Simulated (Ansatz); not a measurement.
InP, first-principles data

InP:
```xyz
8
Lattice="4.1727 0.0000 0.0000 -2.0864 3.6137 0.0000 0.0000 0.0000 13.6644" Properties=species:S:1:pos:R:3 pbc="T T T"
In     2.0864     1.2046     0.0001
P      2.0864     1.2046     2.5647
In     0.0000     0.0000     3.4177
P      0.0000     0.0000     5.9738
In     0.0000     2.4091     6.8323
P      0.0000     2.4091     9.3970
In     0.0000     0.0000    10.2499
P      0.0000     0.0000    12.8060
```

Space group P6_3mc (No. 186); conventional cell a = b = 4.173 Å, c = 13.664 Å, α = β = 90.00°, γ = 120.00°.

Method: DFT-r²SCAN in the program Ansatz with PAW potentials. Structure relaxed to zero pressure with the same functional. Other levels are named where they apply.

### Cell and energy

| Quantity | Result |
|---|---|
| Volume per atom | 25.76 Å³ |
| Density | 4.70 g/cm³ |
| Formation energy from the elements (no fitted shifts) | -0.38 eV/atom |

### Electronic structure

| Quantity | Result |
|---|---|
| Band gap | 1.07 eV (direct) |
| Valence-band maximum | at Γ |
| Conduction-band minimum | at Γ |
| Electron effective mass | 0.073, 0.079, 0.079 mₑ (principal values) |
| Electron effective mass with spin–orbit coupling | 0.073, 0.079, 0.079 mₑ (principal values) |
| Hole effective mass, band 1 of 2 at the edge | 1.1 along x, 1.00 along z (mₑ) |
| Hole effective mass, band 2 of 2 at the edge | 0.073 along x, 1.00 along z (mₑ) |
| Hole effective mass with spin–orbit coupling | 0.15, 0.15, 1.0 mₑ (principal values) |
| HSE06 gap on the r²SCAN cell | 1.40 eV |
| Gap with spin–orbit coupling | 1.04 eV |

### Mechanics

| Quantity | Result |
|---|---|
| Bulk modulus (Birch–Murnaghan fit) | 68.1 GPa |
| Pressure derivative B′ | 4.5 |
| Elastic constants (relaxed ions, GPa) | C11 = 117, C12 = 49.4, C13 = 36.9, C33 = 133, C44 = 29.1 |
| Mechanical stability | stable (all eigenvalues of C positive) |
| Hill bulk and shear moduli | 68.2 and 34.2 GPa |
| Young's modulus | 87.8 GPa |
| Poisson's ratio | 0.29 |
| Debye temperature from the elastic constants | 303 K |
| Piezoelectric stress constants (proper, relaxed ions, C/m²) | e15 = e24 = -0.02, e31 = e32 = -0.04 |

### Charges

| Property | Value |
|---|---|
| Bader charges | In +0.97 to +0.98, P -0.98 to -0.97 e |

The start of the workflow was typed in or built on a structure type; the Crystallography Open Database copy checked does not list it. It is not the phase usual at ambient conditions (space group No. 216). The cell was relaxed with r²SCAN under the symmetry of its start; whether a distortion lowers the energy is not shown. Signs of piezoelectric constants follow the polarity of the cell as given. The references are the lowest solids computed at this level, not always the standard phases. Scalar-relativistic: spin–orbit coupling is off unless named, which matters more the heavier the elements.

Potentials: the later of the program's two PAW sets.
